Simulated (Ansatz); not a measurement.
GaP (rock salt, space group No. 225) at seven volumes, the program Ansatz at the r²SCAN level (PAW), scaled uniformly. One row is withheld.

| V (Å³/atom) | P (GPa) |
|---|---|
| 15.257 | 11.54 |
| 15.760 | ? |
| 16.263 | 3.24 |
| 16.766 | 0.00 |
| 17.269 | -2.73 |
| 17.772 | -5.05 |
| 18.275 | -7.00 |

Task: Fit the shown pressures and predict the withheld one.

Result: P = (3/2)B₀(x^(7/2) − x^(5/2))[1 + (3/4)(B′ − 4)(x − 1)] with x = (V₀/V)^(2/3). Least squares on the six rows gives V₀ = 16.767 Å³/atom, B₀ = 98.8 GPa, B′ = 4.52. At V = 15.760, x = 1.0422 and P = 7.04 GPa. The run itself gave 7.05 GPa.

Space group Fm-3m (rock salt). The start of the workflow was typed in or built on a structure type; neither database checked (COD, Materials Project) lists it. It is not the phase usual at ambient conditions (space group No. 216). The r²SCAN relaxation kept the symmetry of its start; whether a distortion lowers the energy is not shown. Spin–orbit coupling is left out wherever it is not named.

Potentials: the earlier of the program's two PAW sets.
